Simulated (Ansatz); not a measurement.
CdS:
```
CELL_PARAMETERS angstrom
      0.00000     2.72674     2.72674
      2.72674     0.00000     2.72674
      2.72674     2.72674     0.00000
ATOMIC_POSITIONS crystal
  Cd 0.50000 0.50000 0.50000
  S  0.00000 0.00000 0.00000
```

Relaxed with r²SCAN.

Which orbitals make up the states near the band edges in the program Ansatz at the r²SCAN level (PAW)?

Top 1 eV of the valence band: S 3p 92 %, Cd 4d 5 %. Bottom 1 eV of the conduction band: Cd 5s 78 %, S 3p 11 %, outside the projected shells 7 %. Projections are on Löwdin-orthogonalised atomic valence shells; empty p or d shells of many metals are not among them.

Tabulate the density of states.

States/eV per cell of 2 atoms, in 0.25 eV bins, energy from the valence-band maximum.

```csv
E (eV),total,Cd 4d,S 3p,Cd 5s
-7.85,13.85,13.50,0.28,0.02
-7.60,9.69,9.51,0.07,0.01
-7.35,1.52,1.32,0.05,0.01
-7.10,0.88,0.74,0.02,0.00
-6.85,0.04,0.03,0.00,0.00
-6.60,0.00,0.00,0.00,0.00
-6.35,0.00,0.00,0.00,0.00
-6.10,0.00,0.00,0.00,0.00
-5.85,0.00,0.00,0.00,0.00
-5.60,0.00,0.00,0.00,0.00
-5.35,0.00,0.00,0.00,0.00
-5.10,0.00,0.00,0.00,0.00
-4.85,0.23,0.02,0.13,0.07
-4.60,0.69,0.06,0.42,0.20
-4.35,1.01,0.07,0.64,0.27
-4.10,1.97,0.11,1.37,0.40
-3.85,1.96,0.10,1.39,0.36
-3.60,0.73,0.04,0.49,0.14
-3.35,0.48,0.02,0.32,0.09
-3.10,0.85,0.03,0.66,0.10
-2.85,0.86,0.03,0.70,0.07
-2.60,0.98,0.03,0.82,0.07
-2.35,1.20,0.04,1.02,0.08
-2.10,1.42,0.04,1.25,0.06
-1.85,1.48,0.05,1.32,0.05
-1.60,1.50,0.06,1.34,0.04
-1.35,1.53,0.06,1.38,0.03
-1.10,1.57,0.06,1.43,0.02
-0.85,1.64,0.07,1.50,0.01
-0.60,1.46,0.07,1.33,0.01
-0.35,1.45,0.08,1.33,0.00
-0.10,0.97,0.06,0.89,0.00
0.15,0.00,0.00,0.00,0.00
0.40,0.00,0.00,0.00,0.00
0.65,0.00,0.00,0.00,0.00
0.90,0.02,0.00,0.00,0.01
1.15,0.06,0.00,0.00,0.05
1.40,0.10,0.00,0.01,0.08
1.65,0.13,0.00,0.02,0.09
1.90,0.17,0.00,0.03,0.12
2.15,0.22,0.00,0.04,0.14
2.40,0.26,0.00,0.05,0.16
2.65,0.31,0.00,0.07,0.19
2.90,0.38,0.00,0.08,0.22
3.15,0.45,0.00,0.11,0.25
3.40,0.55,0.00,0.13,0.29
3.65,0.71,0.00,0.18,0.37
3.90,0.93,0.01,0.25,0.47
4.15,1.02,0.00,0.24,0.45
4.40,1.19,0.00,0.21,0.41
4.65,0.91,0.00,0.14,0.27
4.90,0.48,0.00,0.08,0.15
5.15,0.14,0.00,0.02,0.03
5.40,0.24,0.00,0.03,0.05
5.65,0.66,0.00,0.07,0.11
```

Space group Fm-3m (rock salt). This is a known high-pressure phase of the composition, computed here at zero pressure and temperature. Symmetry was held in the r²SCAN relaxation; whether a distortion lowers the energy is not shown. Spin–orbit coupling is left out wherever it is not named.

Potentials: the later of the program's two PAW sets.
